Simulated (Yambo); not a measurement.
KHgF$_{3}$ (space group Cmmm, No. 65, within 0.06 Å of Pm-3m), G0W0@LDA in Yambo (2×2×2 mesh, plasmon pole; 7 Ry block, no terminator). The number N of bands in W and G is varied.

```
N    x = 1/N  gap (-0.5, -0.5, -0.5) → Γ (eV)  shift of the valence edge (eV)
---  -------  -------------------------------  ------------------------------
60   0.01667                            2.796                          -0.570
83   0.01205                            2.499                          -0.586
112  0.00893                            2.355                          -0.630
142  0.00704                                ?                               ?
```

Basis-set arguments suggest E = E∞ + A x. Fix A and E∞ from the two rows above the withheld one, predict the row at 142 bands, and test the form.

Gap: A = (2.355 − (2.499))/(0.00893 − 0.01205) = 46.2, E∞ = 1.943 eV, so 2.268 eV is predicted; the run gave 2.336 eV (miss 68 meV). The first two rows have slope 64.3, so the form doesn't hold yet over the whole range. Shift: A = (-0.630 − (-0.586))/(0.00893 − 0.01205) = 14.1, E∞ = -0.756 eV, so -0.657 eV is predicted; the run gave -0.719 eV (miss 62 meV). The first two rows have slope 3.46, so the form doesn't hold yet over the whole range. The other settings are held fixed.

Spin-orbit coupling is not included.

Geometry of the Materials Project entry, not relaxed at this level; primitive cell a = b = 4.533 Å, c = 4.524 Å, α = β = 90.00°, γ = 90.11°.

A shift is the quasiparticle energy of the state minus its LDA energy.
